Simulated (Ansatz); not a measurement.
This run works on a generated trial structure, not on a known crystal.

Input and command of a plane-wave DFT calculation in Ansatz:

```yaml
crystal:
  lattice:
    - [5.603212163, 0.0, 0.0]
    - [0.0, 5.603212163, 0.0]
    - [0.0, 0.0, 5.603212163]
  atoms:
    - { symbol: Ru, position: [0.5, 0.5, 0.5], spin: 0.42 }
    - { symbol: Au, position: [0.0, 0.0, 0.0] }
    - { symbol: Cl, position: [0.2618534364, 0.2618534364, 0.2618534364] }
    - { symbol: Cl, position: [0.7381465636, 0.7381465636, 0.2618534364] }
    - { symbol: Cl, position: [0.7381465636, 0.2618534364, 0.7381465636] }
    - { symbol: Cl, position: [0.2618534364, 0.7381465636, 0.7381465636] }
basis:
  ecutwfc: 420
kpoints:
  mp_grid: { grid: [6, 6, 6] }
hamiltonian:
  xc: pbe
scf:
  occupations: { method: gaussian, width: 0.1 }
output:
  forces: true
  stress: true
  eigenvalues: true
  populations: true
magnetization:
  spin_polarized: true
relax:
  adjacent_minimum: "off"
  f_tol: 0.01
  max_steps: 80
  cell: { stress_tol: 0.05 }
```

```bash
ansatz run input.yaml --threads 1 --pin off --max-ram 2560MiB --backend cpu --events-out ev --progress --plain --runs-dir out
```

Processor: Intel(R) Xeon(R) Processor @ 2.50GHz (Skylake/Cascade Lake), 1 thread, on a host shared with other jobs.

Problem. Estimate time, memory and problem size.

Solution. About 5.9 min, peak memory 0.57 GiB. It solves 39 bands at 20 k points (after reduction by symmetry) with about 3407 plane waves (on the last cell), in 51 SCF iterations over 5 ionic steps.
